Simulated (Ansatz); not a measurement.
LaMnO$_{3}$ (space group R-3c)

```xyz
10
Lattice="2.7520 1.5889 4.3987 -2.7520 1.5889 4.3987 0.0000 -3.1778 4.3987" Properties=species:S:1:pos:R:3 pbc="T T T"
La     0.0000     0.0000     9.8970
La     0.0000     0.0000     3.2990
Mn     0.0000     0.0000     6.5980
Mn     0.0000     0.0000     0.0000
O     -1.2148     1.0736     5.4983
O      1.2148    -1.0736     7.6977
O     -0.3224    -1.5889     5.4983
O      0.3224     1.5889     7.6977
O      1.5372     0.5152     5.4983
O     -1.5372    -0.5152     7.6977
```

Equation-of-state scan: isotropic scaling of the cell above, V₀ being its volume. The atoms relax within the cell's symmetry.

All values below come from PBEsol (plane waves to 420 eV, PAW, scalar-relativistic; Ansatz, a program for electronic structure). k mesh 11×11×11 (Γ-centred), Fermi-Dirac smearing 0.05 eV. Energies are smeared free energies. Stress and pressure are positive under compression. With the shape held, the modulus is that of even scaling; a crystal free to change shape is softer. On this mesh the relaxed cell isn't quite at rest: it carries a pressure of -0.2 GPa (compression positive) at the zero of the scan. LaMnO3 is run spin-polarised and with no Hubbard U. LaMnO3 was relaxed with its symmetry unable to fall. Relaxed LaMnO3 ends ferromagnetic. This is one of several known forms of LaMnO3; the measured ambient cells at hand have space group No. 62. Other magnetic orders were not checked, so this need not be the ground state. The zero of ΔE is the relaxed starting cell. The last digit holds for this mesh only.

| V (Å³/atom) | ΔE (meV/atom) |
|---|---|
| 10.848 | 19.3 |
| 10.963 | 13.1 |
| 11.079 | 8.1 |
| 11.194 | 4.4 |
| 11.310 | 1.8 |
| 11.425 | 0.4 |
| 11.540 | 0.0 |
| 11.656 | 0.7 |
| 11.771 | 2.3 |
| 11.887 | 4.8 |
| 12.002 | 8.0 |
| 12.117 | 12.1 |
| 12.233 | withheld |

Fit a third-order Birch-Murnaghan form (E₀, V₀, B₀, B₀′ free) to the given rows and predict ΔE at V = 12.233.

Least squares on the 12 given rows: ΔE = E₀ + (9V₀B₀/16)·y²·[2 + (B₀′ − 4)y], y = (V₀/V)^(2/3) − 1, with V₀ = 11.524 Å³/atom, B₀ = 139.1 GPa (160.2 GPa = 1 eV/Å³; the term in eV is multiplied by 1000), B₀′ = 4.68, E₀ = 0.05 meV/atom; root-mean-square residual 0.04 meV/atom. At 12.233 the fit gives 17.0 meV/atom; the calculation gives 17.1 meV/atom, so the extrapolation is off by -0.1 (-0.6 %). For the pressure the fit gives -7.2 GPa against the computed -7.6 GPa.

(Under strain, the slope of the energy per volume gives the stress and its curvature an elastic modulus.)
